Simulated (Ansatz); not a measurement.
Ni: converged, but where?

We look at Ni: a measured crystal structure (space group Fm-3m, primitive cell doubled), with 2 atoms per cell. Source: COD entry 9012989; the sample's temperature and pressure aren't taken into account, and it need not be the stable phase.

All numbers below come from Ansatz, DFT, PBE, PAW, plane waves, scalar-relativistic.

```yaml
crystal:
  lattice:
    - [0.0, 3.536, 3.536]
    - [1.768, 0.0, 1.768]
    - [1.768, 1.768, 0.0]
  atoms:
    - { symbol: Ni, position: [0.0, 0.0, 0.0], spin: 2.0 }
    - { symbol: Ni, position: [0.5, 0.0, 0.0], spin: -2.0 }
magnetization:
  spin_polarized: true
hamiltonian:
  xc: pbe
  pseudopotentials: { kind: paw }
basis:
  ecutwfc: 420
kpoints:
  mp_grid: { grid: [7, 14, 14] }
scf:
  occupations: { method: gaussian, width: 0.1 }
  lower_state_search: "off"
output:
  forces: true
  stress: true
```

Time: 2.9 s on 2 threads of Intel(R) Xeon(R) 6975P-C, with other jobs on the host, peak memory 0.48 GiB.

The end of the output:

```
SCF converged after 12 iterations
Magnetization: 0.0000 μB (18.0000 up, 18.0000 down)
Absolute magnetization: 0.6037 μB (∫|ρ↑−ρ↓|, with the PAW one-centre terms)
Spin contamination: 0.2315 ħ² per cell (⟨S²⟩ above its minimum at these occupations)
Per-site moments (μB) at R_I (Å): [(0.2940, 1.0313), (-0.2940, 1.0313)]
Free energy (F): -11679.340397 eV
Harris-Foulkes:  -11679.340397 eV  (|F-HF|=8.22e-10)
Internal energy: -11679.308771 eV  (E = F + TS)
E sigma→0 (E₀):  -11679.324584 eV
Entropy (-TS):   -0.031625 eV (-15.813 meV/atom)
Fermi energy:    17.631845 eV
--- Forces (eV/Å), atoms counted from 1 ---
  atom   1  Ni     0.00000000    -0.00000000    -0.00000000
  atom   2  Ni     0.00000000     0.00000000     0.00000000
--- Stress (GPa, compression-positive) ---
       -3.612378      -0.202075      -0.202075
       -0.202075      -3.612378       0.202075
       -0.202075       0.202075      -3.612378
  P = ⅓ Tr σ = -3.6124 GPa (-36.124 kbar)
```

A small moment in a metal is sensitive to the mesh and the smearing.

Site moments are taken inside atomic spheres and don't add up to the total.

Problem. The run converged. Is this the lowest state of the cell, and if not, what lies lower and how is it reached?

Solution. No. A state 50.2 meV/atom (0.100 eV per cell) lower exists in this cell: ferromagnetic, site moments Ni1 0.67, Ni2 0.67 μB, total 1.26 μB per cell, no gap on the k-mesh. It was reached from: parallel moments, default search for lower states [Ni1 2.00, Ni2 2.00 μB]; a moment on one site alone, plain SCF [Ni2 2.00 μB]. The wrong state matters: the pressure is -2.8 GPa there against -3.6 GPa here. States within about 5 meV/atom are too close for this mesh, smearing and search to settle their order. This multiple of the primitive cell fits some opposed orders; other multiples fit others. “Lowest” means lowest among the runs made in this cell.
